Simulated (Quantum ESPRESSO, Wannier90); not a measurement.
**Wannier functions of PtSe2 (CdI2 type)**

```
begin unit_cell_cart
ang
    3.7173100460    0.0000000000    0.0000000000
   -1.8586550230    3.2192849336    0.0000000000
    0.0000000000    0.0000000000    5.8200700000
end unit_cell_cart
begin atoms_frac
Pt   0.0000000000  0.0000000000  0.0000000000
Se  -0.3333333333  0.3333333333 -0.2253900000
Se   0.3333333333 -0.3333333333  0.2253900000
end atoms_frac
```

Structure: Materials Project mp-1115, symmetrised, not relaxed again. COD (Crystallography Open Database) has an entry of this formula and space group (matched by these alone). Computed values, not measurements, from PBEsol: Quantum ESPRESSO (norm-conserving PseudoDojo potentials, cutoff 69 Ry, spinors with spin-orbit coupling) on a Γ-centred 6×6×4 mesh, then Wannier90. Density: 12×12×6 mesh, Gaussian smearing 0.01 Ry. The cell is built of weakly bound layers, chains or molecules, whose nearest atoms lie 3.85 Å apart. Database cells relaxed without dispersion often hold them too far apart, which can enlarge gaps and weakens couplings between them; spacing and stacking were not compared with the measured crystal.

Bands 51-54 form an isolated set from 0.50 to 2.44 eV relative to the valence-band maximum (on the path) and are turned into 4 Wannier functions by minimising the spread from the start: SCDM (isolated).

Q: Where do the functions sit, how wide are they and what are they made of?

A: 
| functions | spread (Å²) | nearest atom, distance (Å) | second atom, distance (Å) | weight on atomic waves |
|---|---|---|---|---|
| 4 | 7.56 | Pt 0.00 | Se 2.52 | Se 4p 64 %, Pt 5d 30 % |

Ω_I = 29.88 Å², Ω_total = 30.25 Å²; the interpolated bands follow pw.x to 25 meV rms on the path. Only this start was tried; a symmetric start can stop on a saddle, and mixtures of these functions could lower the total by at most Ω_total − Ω_I.
